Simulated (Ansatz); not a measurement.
Relaxed BePd (CsCl type):

```
CELL_PARAMETERS angstrom
      5.54527     0.00000     0.00000
      2.77263     2.77263     0.00000
      0.00000     0.00000     2.77263
ATOMIC_POSITIONS crystal
  Be 0.00000 0.00000 0.00000
  Be 0.50000 0.00000 0.00000
  Pd 0.00000 0.50000 0.50000
  Pd 0.50000 0.50000 0.50000
```

The atoms are displaced by Q × the pattern below (from a DFPT mode at M = (0.5, 0.5, 0.0), largest move 1; Q in Å), at fixed cell. (q is in reciprocal vectors of the primitive cell; the cell shown is doubled to hold the pattern.)

| atom | x | y | z |
|---|---|---|---|
| Be1 | 0.000 | 0.000 | 1.000 |
| Be2 | 0.000 | 0.000 | -1.000 |

Atoms not listed stay in place.

Method: LDA (plane waves to 420 eV, PAW, scalar-relativistic; Ansatz, a first-principles code). k mesh 17×17×17 (Γ-centred), Fermi-Dirac smearing 0.05 eV. Energies are smeared free energies. With partly filled bands, energies and forces of such displacements shift with the k mesh and the smearing. BePd is run without spin polarisation. BePd was relaxed with its symmetry unable to fall. ΔE is measured from the undisplaced structure. The last digit holds for this mesh only.

```csv
Q (Å),ΔE (meV/cell)
-0.180,147.8
-0.150,withheld
-0.120,65.4
-0.090,36.8
-0.060,16.3
-0.030,4.1
0.000,0.0
0.030,4.1
0.060,16.3
0.090,36.8
0.120,65.4
0.150,withheld
0.180,147.8
```

Question: Fit an even polynomial form (powers 2, 4) to the given rows and predict ΔE at Q = -0.150.

Answer: Least squares on the 11 given rows: ΔE = (4529)·Q² + (993.0)·Q⁴, in meV/cell with Q in Å; root-mean-square residual 0.03 meV/cell. At -0.150 the fit gives 102.4 meV/cell; the calculation gives 102.4 meV/cell, the same to the digits shown. The quadratic term alone would give 101.9 meV/cell.

(For displaced atoms, the force is minus the slope of the energy, and its curvature is a force constant, which sets phonon frequencies.)
